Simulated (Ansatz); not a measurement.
# RbBeF$_{3}$: clamped-ion elastic tensor

Computed with DFT PBEsol, scalar-relativistic, plane waves, PAW in Ansatz 0.2.0. Settings: 420 eV plane-wave cutoff, Γ-centred 6×6×6 mesh, fixed occupations. No spin polarisation.

Relaxed structure:
```
CELL_PARAMETERS angstrom
3.79409 0.00000 0.00000
0.00000 3.79409 0.00000
0.00000 0.00000 3.79409
ATOMIC_POSITIONS crystal
Rb 0.00000 0.00000 0.00000
Be 0.50000 0.50000 0.50000
F 0.00000 0.50000 0.50000
F 0.50000 0.00000 0.50000
F 0.50000 0.50000 0.00000
```

The cell was built by swapping an element in a database structure (itself possibly hypothetical) and relaxing; it need not be the stable form of this composition.

Q: Give the clamped-ion elastic constants (GPa, Voigt order xx yy zz yz xz xy, on the axes of the cell above).

A:
C11 = 114.5, C12 = 89.8, C13 = 89.8, C22 = 114.5, C23 = 89.8, C33 = 114.5, C44 = 95.3, C55 = 95.3, C66 = 95.3 GPa; the others vanish.

Q: And the moduli of a polycrystal (Hill averages)?

A: B = 98 GPa, G = 44 GPa, E = 115 GPa, ν = 0.31.

Symmetry holds off the tilts and polar distortions that many cubic perovskites undergo.